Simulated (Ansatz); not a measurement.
MgS:
```xyz
2
Lattice="0.0000 2.6016 2.6016 2.6016 0.0000 2.6016 2.6016 2.6016 0.0000" Properties=species:S:1:pos:R:3 pbc="T T T"
S      0.0000     0.0000     0.0000
Mg     2.6016     2.6016     2.6016
```

Cartesian axes are those of the cell as given.

**Question.** Give the high-frequency dielectric tensor and the Born effective charge tensors of the independent atoms from DFPT, r²SCAN (plane waves, PAW; program Ansatz).

**Answer.** 
ε∞:
```
4.90  0.00  0.00
0.00  4.90  0.00
0.00  0.00  4.90
```
Z* of atom 1 (S), rows: field, columns: displacement, in e:
```
-2.31   0.00   0.00
 0.00  -2.31   0.00
 0.00   0.00  -2.31
```
Z* of atom 2 (Mg), rows: field, columns: displacement, in e:
```
2.31  0.00  0.00
0.00  2.31  0.00
0.00  0.00  2.31
```

Static charges for comparison (Bader): S1 -1.71, Mg2 +1.71 e. Born charges measure polarisation by displacement and can exceed these by far.

Space group Fm-3m (rock salt). Symmetry was held in the r²SCAN relaxation.

Potentials: the later of the program's two PAW sets.
